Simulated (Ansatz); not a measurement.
**TiRh₃: distorted cells**

The calculation used Ansatz 0.2.0, DFT PBEsol, scalar-relativistic, plane waves, PAW.

Settings: cutoff 420 eV, Γ-centred mesh 12×12×12 on the computed 4-atom cell, Gaussian smearing of 0.10 eV; no spin polarisation.

Reference cell:

```
Ti Rh
1.0
     3.82200    0.00000    0.00000
     0.00000    3.82200    0.00000
     0.00000    0.00000    3.82200
Ti Rh
1 3
Direct
  0.00000 0.00000 0.00000
  0.00000 0.50000 0.50000
  0.50000 0.00000 0.50000
  0.50000 0.50000 0.00000
```

Each variant moves atoms of this cell by the vectors given, if any (Å), and then applies a symmetric strain (tensor components, Cartesian axes). The reference cell isn't relaxed at this level. Energies are per atom at zero smearing, counted from the lowest variant. Pressure is positive in compression.

1. strain (xx yy zz yz xz xy, %) -2.13 -2.13 -2.13 0.00 0.00 0.00
2. strain (xx yy zz yz xz xy, %) -1.47 -1.47 -1.47 0.00 0.00 0.00
3. strain (xx yy zz yz xz xy, %) 0.81 0.81 0.81 0.00 0.00 0.00

| variant | ΔE (meV/atom) | P (GPa) | largest force (eV/Å) | gap on mesh (eV) | space group |
| --- | --- | --- | --- | --- | --- |
| 1 | 17.4 | 13.68 | 0.00 | 0 | Pm-3m |
| 2 | ? | ? | ? | ? | ? |
| 3 | 10.7 | -9.82 | 0.00 | 0 | Pm-3m |

Q: Give the withheld rows.

A:
```json
{"variant": "2", "ΔE (meV/atom)": "0.0", "P (GPa)": "7.48", "largest force (eV/Å)": "0.00", "gap on mesh (eV)": "0", "space group": "Pm-3m"}
```

Spin polarisation was left out, and a magnetic state may lie lower.